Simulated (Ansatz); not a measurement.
The elements of this relaxed trial crystal are hidden behind letters.

```
lattice vectors (Å)
   7.5242    0.0000    0.0000
  -3.7621    6.5161    0.0000
   0.0000    0.0000    4.5653
fractional positions
X 0.0000 0.0000 0.0000
Z 0.5000 0.0000 0.5000
Z 0.5000 0.5000 0.5000
Z 0.0000 0.5000 0.5000
Q 0.6667 0.3333 0.0000
Q 0.3333 0.6667 0.0000
```

Computed with DFT PBE, scalar-relativistic, plane waves, PAW (Ansatz). The final run on the 6-atom cell used 420 eV, a Γ-centred 6×6×8 mesh, 0.10 eV smearing and no spin polarisation.

| Property | Result |
| --- | --- |
| Space group | P6/mmm (No. 191) |
| Conventional cell | a = 7.524 Å, c = 4.565 Å |
| Volume per atom | 37.31 Å³ |
| Density | 3.04 g/cm³ |
| Energy over the elements | −0.76 eV/atom |
| Gap on the 6×6×8 mesh of the 6-atom cell | 0 eV (the bands overlap slightly) |

Energies are uncorrected and count from the elements' standard states at the same level.

Question: X is an s-block element of period 5, Z is an s-block element of period 3 and Q is a p-block element of period 5. Which elements are they?

Answer: X = Rb, Z = Na, Q = Te, so the formula is RbNa3Te2. Density times volume gives a mean mass of 3.04 × 37.31/1.6605 = 68.3 u per atom, and this set has 68.3 u. Rb is surrounded by 6 Te at 4.34 Å, 12 Na at 4.40 Å and 2 Rb at 4.57 Å; Na has 4 Te at 3.15 Å, 4 Na at 3.76 Å and 4 Rb at 4.40 Å; Te has 6 Na at 3.15 Å, 3 Rb at 4.34 Å and 5 Te at 4.34–4.57 Å. Other sets within the hints have nearly the same mass, so mass alone doesn't settle it; this one was computed.

These runs have no spin–orbit coupling, which can matter for Te. The zero gap may come from the functional, which often closes small gaps, or the cell may be a true semimetal. A structure relaxed within its symmetry needn't be a true minimum. Another cell of RbNa3Te2 relaxed alike, in P-3m1, lies 185 meV/atom lower, so this cell isn't the stable form at this level.
